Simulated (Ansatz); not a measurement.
VN (rock salt, Fm-3m) at seven volumes, plane-wave PAW LDA (Ansatz code), scaled uniformly. One row is withheld.

| V (Å³/atom) | P (GPa) |
|---|---|
| 7.512 | 42.24 |
| 7.760 | ? |
| 8.008 | 11.89 |
| 8.255 | -0.03 |
| 8.503 | -10.19 |
| 8.751 | -18.86 |
| 8.998 | -26.24 |

Fit the shown pressures and predict the withheld one.

P = (3/2)B₀(x^(7/2) − x^(5/2))[1 + (3/4)(B′ − 4)(x − 1)] with x = (V₀/V)^(2/3). Least squares on the six rows gives V₀ = 8.255 Å³/atom, B₀ = 366 GPa, B′ = 4.28. At V = 7.760, x = 1.0421 and P = 25.84 GPa. The run itself gave 25.86 GPa.

The LDA relaxation kept the symmetry of its start; of distortions, only those at the zone centre were tested. No spin polarisation was allowed.

Potentials: the later of the program's two PAW sets.
